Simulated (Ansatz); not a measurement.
Strain response of SrCuSi

Method: DFT PBEsol, scalar-relativistic, plane waves, PAW (Ansatz 0.2.0). (420 eV cutoff, 12×12×10 k-mesh, Gaussian smearing of 0.10 eV, no spin polarisation)

Starting point, cell and atoms relaxed:

```
Sr Si Cu
1.0
     4.05353    0.00000    0.00000
    -2.02676    3.51046    0.00000
     0.00000    0.00000    4.61877
Sr Si Cu
1 1 1
Cartesian
  0.0000 0.0000 0.0000
  2.0268 1.1702 2.3094
  0.0000 2.3403 2.3094
```

Deformation: biaxial strain in the a-b plane, with the length and tilt of c and the atoms relaxed, all within the symmetry that the strain leaves. Energies are extrapolated to zero smearing.

| strain (%) | ΔE (meV/atom) | a (Å) | b (Å) | c (Å) |
| --- | --- | --- | --- | --- |
| -4.5 | 49.6 | 3.871 | 3.871 | 4.750 |
| -3.0 | 20.3 | 3.932 | 3.932 | 4.709 |
| -1.5 | 4.4 | 3.993 | 3.993 | 4.672 |
| +0.0 | 0.0 | 4.054 | 4.054 | 4.619 |
| +1.5 | 4.1 | 4.114 | 4.114 | 4.550 |
| +3.0 | 13.7 | 4.175 | 4.175 | 4.462 |
| +4.5 | 28.2 | 4.236 | 4.236 | 4.365 |

(1) What stiffness (1/V) d²E/dε² at zero strain does a cubic fit over all points give?

(2) How does the free axis c answer a small strain?

## Answers

(1) A cubic fit gives (1/V) d²E/dε² = 281 GPa at zero strain (twice the biaxial modulus).

(2) Between the innermost points its strain is -0.88 times the applied one.